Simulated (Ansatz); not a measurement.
Elements on the sites of an ideal bcc lattice, at a guessed lattice constant:

```
Cr Hf W
1.0
     6.77444    0.00000    0.00000
     0.00000    6.77444    0.00000
     0.00000    0.00000    6.77444
Cr Hf W
1 9 6
Direct
  0.00000 0.50000 0.50000
  0.00000 0.00000 0.00000
  0.50000 0.00000 0.00000
  0.00000 0.50000 0.00000
  0.00000 0.00000 0.50000
  0.50000 0.50000 0.00000
  0.50000 0.00000 0.50000
  0.25000 0.25000 0.75000
  0.75000 0.25000 0.75000
  0.75000 0.75000 0.75000
  0.25000 0.25000 0.25000
  0.75000 0.25000 0.25000
  0.25000 0.75000 0.25000
  0.50000 0.50000 0.50000
  0.75000 0.75000 0.25000
  0.25000 0.75000 0.75000
```

Cell and atoms were relaxed without symmetry on coarser meshes and computed once more. These are results of DFT PBEsol, scalar-relativistic, plane waves, PAW (Ansatz 0.2.0), not measurements.

Cutoff 420 eV; k points 3×3×3 on the computed 16-atom cell (Γ-centred); Gaussian smearing, width 0.10 eV; no spin polarisation.

The relaxation ran on 2×2×2 (shifted) k points with a smearing of 0.1 eV, from sites shaken by 0.02 Å.

Question: What does the relaxation give?

Answer: A volume of 18.41 Å³/atom and no gap on the mesh. The atoms leave their sites by 0.19 Å (root mean square) and 0.33 Å at most, and the cell stretches by up to 4.3 % at fixed volume.

```yaml
crystal:
  lattice:
    - [6.40454, 0.02039, 0.03605]
    - [0.02039, 6.63349, 0.04042]
    - [0.03605, 0.04042, 6.93524]
  atoms:
    - { symbol: Cr, position: [0.99793, 0.50375, 0.45925] }
    - { symbol: Hf, position: [0.00774, 0.99919, 0.00889] }
    - { symbol: Hf, position: [0.49917, 0.99651, 0.01913] }
    - { symbol: Hf, position: [0.00415, 0.50290, 0.02387] }
    - { symbol: Hf, position: [0.00348, 0.99252, 0.47908] }
    - { symbol: Hf, position: [0.49776, 0.50122, 0.01315] }
    - { symbol: Hf, position: [0.49562, 0.99785, 0.49433] }
    - { symbol: Hf, position: [0.23477, 0.28345, 0.71720] }
    - { symbol: Hf, position: [0.76353, 0.27769, 0.72735] }
    - { symbol: Hf, position: [0.76825, 0.72471, 0.72172] }
    - { symbol: W, position: [0.24520, 0.26123, 0.28030] }
    - { symbol: W, position: [0.75154, 0.25992, 0.26157] }
    - { symbol: W, position: [0.24705, 0.73651, 0.26897] }
    - { symbol: W, position: [0.49539, 0.50565, 0.48722] }
    - { symbol: W, position: [0.75019, 0.73170, 0.28017] }
    - { symbol: W, position: [0.24587, 0.72948, 0.75211] }
```

The final mesh leaves forces up to 0.68 eV/Å and stresses up to 1.0 GPa: the relaxation ran on a coarser mesh, so the cell's shape, its bonds and its energy belong partly to that mesh.

The k mesh is coarse. Spin-orbit coupling is left out, which matters for the bands of heavy elements. Spin polarisation was left out, and a magnetic state may lie lower.

Cost: 2 runs of about 30 core-minutes in all (earlier runs that led there not counted), on Intel Xeon Platinum 8175M (Skylake/Cascade Lake) (shared hosts).